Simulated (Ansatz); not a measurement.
Computed scan of one atom of the cell: Rh (fcc, Cu type)

Relaxed Rh (fcc, Cu type):

```xyz
4
Lattice="3.8303 0.0000 0.0000 0.0000 3.8303 0.0000 0.0000 0.0000 3.8303" Properties=species:S:1:pos:R:3 pbc="T T T"
Rh     0.0000     0.0000     0.0000
Rh     1.9151     1.9151     0.0000
Rh     1.9151     0.0000     1.9151
Rh     0.0000     1.9151     1.9151
```

In this cell atom 1 (Rh, nearest neighbour Rh at 2.708 Å; its periodic images, 3.8 Å or more away, move with it) is moved by s along Cartesian x, unit vector (1.000, 0.000, 0.000); all other atoms and the cell stay fixed.

Level of theory: PBE (plane waves to 420 eV, PAW, scalar-relativistic; Ansatz, a program for electronic structure). k mesh 10×10×10 (Γ-centred), Fermi-Dirac smearing 0.05 eV. Energies are smeared free energies. Stress and pressure are positive under compression. With partly filled bands, energies and forces of such displacements shift with the k mesh and the smearing. F∥ is the force on the atom along that direction. Rh is run without spin polarisation. Rh was relaxed with its symmetry unable to fall. The PAW data are Ansatz's earlier set. ΔE is measured from the undisplaced structure.

```csv
s (Å),ΔE (meV/cell),F∥ (eV/Å),P (GPa)
-0.540,1757,7.236,19.7
-0.432,1076,5.371,12.5
-0.324,586,3.775,7.0
-0.216,254,2.386,3.1
-0.108,63,1.171,0.8
0.000,0,0.000,0.0
0.108,63,-1.171,0.8
0.216,254,-2.386,3.1
0.324,586,-3.775,7.0
0.432,1076,-5.371,12.5
0.540,1757,-7.236,19.7
```

Read from the data:

| Item | Result |
|---|---|
| Energy at s = 0.540 Å | 1757 meV/cell |
| Force along the line at s = -0.540 Å | 7.24 eV/Å |
| Symmetry of the curve | even: the same for both signs |
| Shape of the curve | a single well with its minimum at or next to zero displacement |
| Force constant k = d²E/ds² at s = 0 (finite differences) | 10.8 eV/Å² |
| Harmonic estimate at the end of the scan | ½ks² = 1571 meV/cell against the computed 1757 meV/cell, so the well is stiffer than harmonic there |

The 11 points together took about 3 core-minutes (a rough figure).

(For displaced atoms, the force is minus the slope of the energy, and its curvature is a force constant, which sets phonon frequencies.)
